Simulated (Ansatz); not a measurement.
An Ansatz (a quantum-chemistry and plane-wave program) run. Input:

Ansatz 0.2 input:
```yaml
crystal:
  lattice:
    - [0.0, 2.6484058567, 2.6484058567]
    - [2.6484058567, 0.0, 2.6484058567]
    - [2.6484058567, 2.6484058567, 0.0]
  atoms:
    - { symbol: Zn, position: [0.0, 0.0, 0.0] }
    - { symbol: S, position: [0.75, 0.75, 0.75] }
kpoints:
  mp_grid: { grid: [9, 9, 9] }
hamiltonian:
  xc: lda
  pseudopotentials: { azcp: { folder: ./paw }, kind: paw }
scf:
  occupations: { method: fixed }
elastic: { mode: relaxed_ion, stencil: two_point, amplitude: 0.005, f_tol: 0.0005 }
output: { polarization: {} }
```

Output (shortened):

```
Pseudopotential: Zn, paw, valence charge 12
Pseudopotential: S, paw, valence charge 6
Functional definition: SPW92
Crystal: 2 atoms, lattice volume = 37.152 Å³
Basis set: ecut = 420 eV, 725 PW (Γ)
Bands: 13, of which v1, the nominal top of the filled ones, is band 9 counted from 1 (8 counted from 0)
Symmetry: 24 space group operations
Space group: F-43m (ITA 216), of the structure as read, at distance tolerance 3.3e-5 Å
k-points: 35 of 729 (time reversal used)
SCF 1 converged in 11 iterations: F = -4117.442511 eV  dr2 = 3.69e-15
Crystal: 2 atoms, lattice volume = 36.966 Å³
Symmetry: 8 space group operations
k-points: 75 of 729 (time reversal used)
SCF 2 converged in 9 iterations: F = -4117.442190 eV  dr2 = 2.38e-14
Crystal: 2 atoms, lattice volume = 37.338 Å³
SCF 3 converged in 10 iterations: F = -4117.442170 eV  dr2 = 1.03e-15
Crystal: 2 atoms, lattice volume = 37.152 Å³
Symmetry: 4 space group operations
k-points: 125 of 729 (time reversal used)
SCF 4 converged in 10 iterations: F = -4117.442283 eV  dr2 = 1.93e-14
relax step   1: F+E_penalty+E_count = -4117.44228289 eV  Δ(F+E_penalty+E_count) = +0.000e0 eV  max|allowed force component| = 3.362e-2 eV/Å  Δτ_max = 0.0000 Å  (10 SCF iters, accepted)
Crystal: 2 atoms, lattice volume = 37.152 Å³
SCF 5 converged in 7 iterations: F = -4117.442328 eV  dr2 = 7.13e-14
relax step   2: F+E_penalty+E_count = -4117.44232757 eV  Δ(F+E_penalty+E_count) = -4.467e-5 eV  max|allowed force component| = 2.308e-2 eV/Å  Δτ_max = 0.0008 Å  (7 SCF iters, accepted)
Crystal: 2 atoms, lattice volume = 37.152 Å³
SCF 6 converged in 8 iterations: F = -4117.442367 eV  dr2 = 8.25e-14
relax step   3: F+E_penalty+E_count = -4117.44236741 eV  Δ(F+E_penalty+E_count) = -3.984e-5 eV  max|allowed force component| = 1.578e-6 eV/Å  Δτ_max = 0.0017 Å  (8 SCF iters, accepted)
Crystal: 2 atoms, lattice volume = 37.152 Å³
SCF 7 converged in 2 iterations: F = -4117.442367 eV  dr2 = 4.67e-14
Crystal: 2 atoms, lattice volume = 37.152 Å³
SCF 8 converged in 10 iterations: F = -4117.442283 eV  dr2 = 1.71e-14
relax step   1: F+E_penalty+E_count = -4117.44228289 eV  Δ(F+E_penalty+E_count) = +0.000e0 eV  max|allowed force component| = 3.362e-2 eV/Å  Δτ_max = 0.0000 Å  (10 SCF iters, accepted)
Crystal: 2 atoms, lattice volume = 37.152 Å³
SCF 9 converged in 7 iterations: F = -4117.442328 eV  dr2 = 7.32e-14
relax step   2: F+E_penalty+E_count = -4117.44232757 eV  Δ(F+E_penalty+E_count) = -4.467e-5 eV  max|allowed force component| = 2.308e-2 eV/Å  Δτ_max = 0.0008 Å  (7 SCF iters, accepted)
Crystal: 2 atoms, lattice volume = 37.152 Å³
SCF 10 converged in 8 iterations: F = -4117.442367 eV  dr2 = 8.37e-14
relax step   3: F+E_penalty+E_count = -4117.44236740 eV  Δ(F+E_penalty+E_count) = -3.984e-5 eV  max|allowed force component| = 1.587e-6 eV/Å  Δτ_max = 0.0017 Å  (8 SCF iters, accepted)
Crystal: 2 atoms, lattice volume = 37.152 Å³
SCF 11 converged in 2 iterations: F = -4117.442367 eV  dr2 = 4.80e-14
SCF converged after 11 iterations
Free energy (F): -4117.442511 eV
Harris-Foulkes:  -4117.442511 eV  (|F-HF|=9.09e-13)
Internal energy: -4117.442511 eV  (E = F + TS)
E sigma→0 (E₀):  -4117.442511 eV
Fermi energy:    6.297497 eV
--- Per-component energies (eV) ---
  E_band       = 8.491357
  E_kinetic    = 255.849980
  E_local      = -2233.135706  (includes V_loc(G=0)·N_el)
  E_nonlocal   = 857.445606
  E_hartree    = 848.195417
  E_xc         = -166.839137
  E_vxc        = -135.718894  (∫ρ·V_xc dr)
  E_paw        = -2401.925602  (= ΣΔE_a)
  E_vpaw       = -432.340202  (= ΣTr[D̂ρ^β])
  E_aug_tail   = -0.000258  (compensation charges beyond the density's cutoff)
  E_ewald      = -1278.743151
  E_core_change = 1.710341  (= ΣΔE_core)
  E_smearing   =  0.000000  (= −TS)
  E_closure    = 0.000000  (closes the sum)
  Σ components = -4117.442511   (vs F -4117.442511, Δ=0.00e0)
--- Forces (eV/Å), atoms counted from 1 ---
  atom   1  Zn     0.00000000     0.00000000     0.00000000
  atom   2  S      0.00000000     0.00000000     0.00000000
  max |Σ_I F_I| component: 5.55e-17 eV/Å
--- Stress (GPa, compression-positive) ---
       -0.010268       0.000000       0.000000
        0.000000      -0.010268       0.000000
        0.000000       0.000000      -0.010268
  P = ⅓ Tr σ = -0.0103 GPa (-0.103 kbar)
--- Band table (eV; the first three rows and the last of 35) ---
  k-point 0: bands = ["-7.2797", "-0.4480", "-0.4480", "-0.4480", "0.1078", "0.1078", "6.2975", "6.2975", "6.2975", "8.4165", "12.4666", "12.4666", "12.4666"]
  k-point 1: bands = ["-7.1740", "-0.4520", "-0.4292", "-0.4292", "0.1059", "0.1059", "5.2904", "6.1626", "6.1626", "9.1457", "12.3939", "12.6905", "12.6905"]
  k-point 2: bands = ["-6.8868", "-0.4338", "-0.3852", "-0.3852", "0.1069", "0.1069", "3.6523", "5.8532", "5.8532", "9.7056", "12.8930", "13.0787", "13.0787"]
  k-point 34: bands = ["-5.8625", "-0.3233", "-0.1604", "0.0163", "0.0898", "0.5135", "1.3693", "3.0580", "3.6386", "11.6883", "12.2799", "13.6149", "15.1975"]
--- Elastic constants: 2 strain directions × 2 members + reference (group order 24) ---
  dense FFT box of the reference and of every strained cell: 27×27×27
  strains applied: 11, 23; error gains: componentwise 1.00 (the most a stress slope's error grows in a printed constant), spectral 1.73 (1 for all six strains …
  C = ∂σ_k/∂η_j (tension-positive GPa; Voigt order 11 22 33 23 13 12):
       116.638     71.360     71.360      0.000      0.000      0.000
        71.360    116.638     71.360      0.000      0.000      0.000
        71.360     71.360    116.638      0.000      0.000      0.000
         0.000      0.000      0.000     52.136      0.000      0.000
         0.000      0.000      0.000      0.000     52.136      0.000
         0.000      0.000      0.000      0.000      0.000     52.136
  reference stress σ⁰ (GPa):      0.010      0.010      0.010      0.000      0.000      0.000
  moduli (Voigt/Reuss/Hill, GPa): K = 86.45/86.45/86.45   G = 40.34/34.27/37.31   E = 97.84   ν = 0.311
  mechanically stable: yes (min eigenvalue of sym C = 45.28 GPa)
  e, the proper piezoelectric tensor (elastic.mode: relaxed_ion; C/m²; rows x y z; Voigt order 11 22 33 23 13 12):
       0.00000    0.00000    0.00000   -0.15795    0.00000    0.00000
       0.00000    0.00000    0.00000    0.00000   -0.15795    0.00000
       0.00000    0.00000    0.00000    0.00000    0.00000   -0.15795
  ±, each entry's uncertainty from the finite density of the strings (C/m²), an estimate: the size of the correction for it that the entry includes:
       0.00000    0.00000    0.00000    0.00310    0.00000    0.00000
       0.00000    0.00000    0.00000    0.00000    0.00310    0.00000
       0.00000    0.00000    0.00000    0.00000    0.00000    0.00310
  strain η (Voigt 11):  stress-route row diagonal C_11 = 116.64 GPa, energy-path curvature d²(F+E_count+ΔE)/dδ²/Ω₀ = 116.71 GPa
         δ    σ_11 (GPa)             F (eV)   n_scf  n_hpsi   n_pw
    -5.000e-3      -0.5761       -4117.4421899       9   25896    743   relax 0 steps, max|allowed force component| 5.55e-17 eV/Å
     5.000e-3       0.5903       -4117.4421701      10   29320    746   relax 0 steps, max|allowed force component| 2.01e-16 eV/Å
  strain η (Voigt 23):  stress-route row diagonal C_44 = 52.14 GPa, energy-path curvature d²(F+E_count+ΔE)/dδ²/Ω₀ = 52.15 GPa
         δ    σ_23 (GPa)             F (eV)   n_scf  n_hpsi   n_pw
    -5.000e-3      -0.2607       -4117.4423674       2   17108    745   relax 3 steps, max|allowed force component| 1.58e-6 eV/Å
     5.000e-3       0.2607       -4117.4423674       2   17092    745   relax 3 steps, max|allowed force component| 1.59e-6 eV/Å
--- Formal polarisation (Berry phase): one branch of a lattice of values; only differences between neighbouring runs are physical ---
  axis  mesh            electronic          ionic      p = total  spread (rad)  least overlap  resolved gap  δp at fixed H ≤   (phases in cycles; p mod 2 …
  b1    9×9×9           0.00000000     4.50000000     4.50000000      0.202218         0.8808        2.1190           3.9e-6
  b2    9×9×9           0.00000000     4.50000000     4.50000000      0.202218         0.8808        2.1190           3.9e-6
  b3    9×9×9           0.00000000     4.50000000     4.50000000      0.202218         0.8808        2.1190           3.9e-6
  quantum along a1:   0.20162571 e/Å² =   323.040008 µC/cm²
  quantum along a2:   0.20162571 e/Å² =   323.040008 µC/cm²
  quantum along a3:   0.20162571 e/Å² =   323.040008 µC/cm²
  P = (  0.64156909,   0.64156909,   0.64156909) e/Å² = ( 1027.907011,  1027.907011,  1027.907011) µC/cm²  (mod the quanta)
```

Cost: very roughly 50 core-seconds on shared cores.

The cell was relaxed with LDA under the symmetry of its start.

Potentials: the earlier of the program's two PAW sets. The files were generated under PBE; for other functionals the program regenerates the frozen cores, and for LDA and PBEsol the local potential too.

Ansatz is a plane-wave DFT program.
